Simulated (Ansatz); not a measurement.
## Data sheet: P2Ru (DFT)

P2Ru:
```xyz
6
Lattice="5.0766 0.0000 0.0000 0.0000 5.8390 0.0000 0.0000 0.0000 2.8502" Properties=species:S:1:pos:R:3 pbc="T T T"
P      1.7122     5.0908     1.4251
P      3.3644     0.7482     1.4251
P      4.2505     3.6677     0.0000
P      0.8261     2.1713     0.0000
Ru     2.5383     2.9195     1.4251
Ru     0.0000     0.0000     0.0000
```

Space group Pnnm (No. 58); conventional cell a = 5.077 Å, b = 5.839 Å, c = 2.850 Å, α = β = γ = 90.00°.

Method: plane-wave PAW LDA (Ansatz code). Structure relaxed to zero pressure with the same functional. Other levels are named where they apply.

Cell and energy:

Volume per atom: 14.08 Å³
Density: 6.41 g/cm³
Formation energy from the elements (no fitted shifts): -70 kJ/mol-atom

Electronic structure:

- Band gap = 0.45 eV (indirect)
- Valence-band maximum = at T (k = 0.000, 0.500, 0.500 in fractions of the reciprocal vectors)
- Conduction-band minimum = on the Γ–Z line, 45 % of the way from Γ (k = 0.000, 0.000, 0.227 in fractions of the reciprocal vectors) (2 equivalent valleys)
- Smallest direct gap on the standard path = 1.28 eV
- Electron effective mass = 0.38, 0.77, 1.8 mₑ (principal values)

Mechanics:

- Bulk modulus (Birch–Murnaghan fit) = 212 GPa
- Pressure derivative B′ = 4.5
- Elastic constants (relaxed ions, GPa) = C11 = 422, C22 = 534, C33 = 353, C12 = 142, C13 = 138, C23 = 51.5, C44 = 96.8, C55 = 196, C66 = 178
- Mechanical stability = stable (all eigenvalues of C positive)
- Hill bulk and shear moduli = 216 and 152 GPa
- Young's modulus = 370 GPa
- Poisson's ratio = 0.21
- Debye temperature from the elastic constants = 665 K

Dielectric response:

* **Electronic dielectric constant ε∞ (DFPT)**: 20.1 (xx), 21.7 (yy), 16.2 (zz)
* **Static dielectric constant ε0 (ions relaxed, cell fixed)**: 30.1 (xx), 29.7 (yy), 34.2 (zz)
* **Born charges (a third of the trace)**: P +3.08, Ru -6.16 e

Phonons:

Highest zone-centre frequency (without LO–TO term): 516 cm^-1
Zone-centre stability: no imaginary mode at Γ
Dynamical stability on the path: stable (no imaginary branch)
Zero-point energy: 58.0 meV/atom
Vibrational entropy at 300 K: 19.1 J/(K·mol of atoms)

The workflow started from a Materials Project entry (that database holds measured and hypothetical structures alike); the Crystallography Open Database files this formula in space group No. 58, but the cells were not matched. Whether it is the stable phase at ambient conditions was not checked. The LDA relaxation kept the symmetry of its start. The run is not spin-polarised. The references are the lowest solids computed at this level, not always the standard phases. Spin–orbit coupling is left out wherever it is not named.

Potentials: the later of the program's two PAW sets.
